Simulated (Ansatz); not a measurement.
Space group Pm-3m (No. 221). a = 5.672 Å, b = 5.672 Å, c = 5.672 Å, α = 90.00°, β = 90.00°, γ = 90.00°
```csv
atom,site,symmetry,x,y,z
Cs,1a,m-3m,0.0000,0.0000,0.0000
Pb,1b,m-3m,0.5000,0.5000,0.5000
Cl,3c,4/mm.m,0.5000,0.5000,0.0000
```

Equation of state of this CsPbCl3 structure (not necessarily the ground state), with shape and atoms relaxed at each volume where symmetry leaves them free. The calculation used DFT r2SCAN, scalar-relativistic, plane waves, PAW (Ansatz 0.2.0).

Cutoff 500 eV; k points 6×6×6 on the computed 5-atom cell (Γ-centred); Gaussian smearing, width 0.02 eV; no spin polarisation.

| V (Å³/atom) | E − E(largest V) (meV/atom) | P (GPa) | gap on mesh (eV) |
| --- | --- | --- | --- |
| 34.306 | 2.87 | 1.80 | 2.16 |
| 35.401 | -6.05 | 0.84 | 2.31 |
| 36.496 | -8.89 | 0.02 | 2.45 |
| 37.591 | -6.61 | -0.67 | 2.58 |
| 38.686 | 0.00 | -1.25 | 2.68 |

Q: Fit a third-order Birch–Murnaghan equation to E(V).

A: V0 = 36.52 Å³/atom, B0 = 25 GPa, B0' = 4.7.

Spin-orbit coupling is left out, which matters for the bands of heavy elements.

Symmetry holds off the tilts and polar distortions that many cubic perovskites undergo.

Cost: 5 runs of about 2.3 core-minutes in all, on Arm Neoverse V1 (shared hosts).